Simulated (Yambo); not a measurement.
Absorption of Sr2MgWO6 (space group Fm-3m, No. 225) with and without the electron-hole interaction (Yambo, PBEsol bands; 4×4×4 mesh, 17 valence and 6 conduction bands, static screening with 87 bands and a 3 Ry block, scissor 1.87 eV, Tamm-Dancoff; field along x).

```tsv
E (eV)	Im ε, BSE	Im ε, independent quasiparticles
2.66	0.08	0.06
2.76	0.08	0.06
2.86	0.09	0.07
2.97	0.10	0.07
3.07	0.11	0.08
3.17	0.12	0.08
3.27	0.14	0.09
3.37	0.16	0.10
3.47	0.18	0.10
3.57	0.21	0.11
3.67	0.25	0.12
3.77	0.31	0.14
3.87	0.40	0.15
3.97	0.54	0.17
4.07	0.79	0.19
4.17	1.29	0.21
4.27	2.27	0.24
4.37	3.09	0.28
4.47	2.50	0.34
4.57	2.22	0.40
4.67	2.46	0.50
4.77	2.96	0.65
4.88	3.98	0.90
4.98	4.78	1.35
5.08	4.51	2.08
5.18	3.88	2.65
5.28	3.82	3.25
5.38	3.33	4.72
5.48	2.40	6.21
5.58	1.80	7.32
5.68	1.50	7.70
5.78	1.40	7.56
5.88	1.36	6.81
5.98	1.29	5.32
6.08	1.25	4.11
6.18	1.30	3.62
6.28	1.57	3.92
6.38	2.18	4.46
6.48	3.02	4.76
6.58	3.41	5.09
6.68	3.18	5.44
6.78	2.62	4.81
6.89	2.32	3.81
6.99	2.34	3.02
7.09	2.67	2.35
7.19	2.99	2.16
7.29	3.03	2.14
7.39	2.55	2.12
7.49	2.30	2.06
7.59	2.62	1.92
7.69	3.12	1.70
7.79	3.24	1.57
7.89	3.31	1.41
7.99	3.47	1.22
8.09	3.33	1.12
8.19	3.19	1.11
8.29	2.92	1.07
8.39	2.45	1.18
```

The scissor comes from a G0W0 run whose convergence isn't established. Broadening 0.15 eV. The band window holds all transitions up to 8.4 eV. Fine structure above the onset can come from the mesh.

Without spin-orbit coupling, band edges of such heavy elements can be off by tenths of an eV.

Geometry of the Materials Project entry, not relaxed at this level; primitive cell a = 5.678 Å, b = 5.678 Å, c = 5.678 Å, α = 60.00°, β = 60.00°, γ = 60.00°.

The structure is a Materials Project entry; no match was found in the copy of COD used, and its stability was not checked.
